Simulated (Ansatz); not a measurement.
A generator proposed this cell of Ca4F.

```
CELL_PARAMETERS angstrom
4.79510 0.00000 0.00000
0.00000 4.79510 0.00000
0.00000 0.00000 4.79510
ATOMIC_POSITIONS crystal
Ca 0.00000 0.00000 0.00000
Ca 0.50000 0.50000 0.00000
Ca 0.50000 0.00000 0.50000
Ca 0.00000 0.50000 0.50000
F 0.50000 0.50000 0.50000
```

These are results of DFT PBE, scalar-relativistic, plane waves, PAW (Ansatz 0.2.0), not measurements. Cutoff 420 eV; k points 4×4×4 on the computed 5-atom cell (Γ-centred); Gaussian smearing, width 0.10 eV; no spin polarisation.

Formation energies are uncorrected and refer to the elements' standard structures at the same level (F₂ as a molecule).

Problem. How far from equilibrium is it?

Solution. The pressure is 15.4 GPa (it wants to expand), the largest force is 0.00 eV/Å (symmetry fixes the atoms), and the energy is −0.61 eV/atom against the elements. The shortest distance is 2.40 Å.

Problem. Is it a good guess?

Solution. A rough one: relaxing gains about 0.37 eV/atom (the start's value is from the coarse mesh, so the gain is rough) in 10 ionic steps and ends at −0.98 eV/atom on the finer mesh. The symmetry stays Pm-3m (No. 221). The volume per atom grows by 44.7 %, from 22.1 to 31.9 Å³. The shortest distance goes from 2.40 Å (Ca–F) to 2.71 Å (Ca–F). Conventional cell: a = 5.423 Å. Ca on a site of symmetry m-3m has 12 Ca at 3.83 Å; Ca on a site of symmetry 4/mmm has 2 F at 2.71 Å and 12 Ca at 3.83 Å; around F lie 6 Ca at 2.71 Å.

The last run used an 8×8×8 mesh for its 5-atom cell and Gaussian smearing of 0.10 eV. The cell is a metal run without spin; a magnetic state may lie lower. The relaxation can't lower the symmetry of the start, and the grade says only how near the guess is to its own end. A structure relaxed within its symmetry needn't be a true minimum.
